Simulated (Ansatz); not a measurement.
**HfIn4SiO6: changing the dispersion correction**

The cell as given:

Space group P312 (No. 149). a = 5.277 Å, b = 5.277 Å, c = 10.559 Å, α = 90.00°, β = 90.00°, γ = 120.00°
```
atom  site  symmetry       x       y       z
  Hf    1a       3.2  0.0000  0.0000  0.0000
  In    2h       3..  0.3333  0.6667  0.3045
  In    2i       3..  0.6667  0.3333  0.7892
  Si    1c       3.2  0.3333  0.6667  0.0000
   O    6l         1  0.3063  0.3716  0.8997
```

The cell comes from a database or a generator and needn't be the stable form of this composition.

Kept alike: task relaxation of cell and atoms; functional PBE; k mesh 4 × 4 × 2; occupations fermi-dirac, width 0.05 eV; no spin polarisation. Program: Ansatz, Ansatz PAW, cutoff 420 eV. The mesh is that of the run's cell of 12 atoms. No spin-orbit coupling.

| dispersion correction | volume (Å³/atom) | first edge of the run's cell (Å) | third edge of the run's cell (Å) |
| --- | --- | --- | --- |
| D3(BJ) | 19.650 | 5.218 | 9.999 |
| D3(BJ)-ATM | 19.818 | 5.226 | 10.056 |
| D4 | 19.788 | 5.220 | 10.062 |

The relaxations keep at least the cell's symmetry (P312). For a metal such a mesh leaves the last digits unconverged. Relaxations stop with a little pressure left, so the last digits of a volume or edge aren't settled. Ansatz's relaxations hold a Pulay term in the stress (up to 0.4 GPa here).

The volume runs from 19.650 (D3(BJ)) to 19.818 Å³/atom (D3(BJ)-ATM). The first edge of the run's cell runs from 5.218 (D3(BJ)) to 5.226 Å (D3(BJ)-ATM). The third edge of the run's cell runs from 9.999 (D3(BJ)) to 10.062 Å (D4).
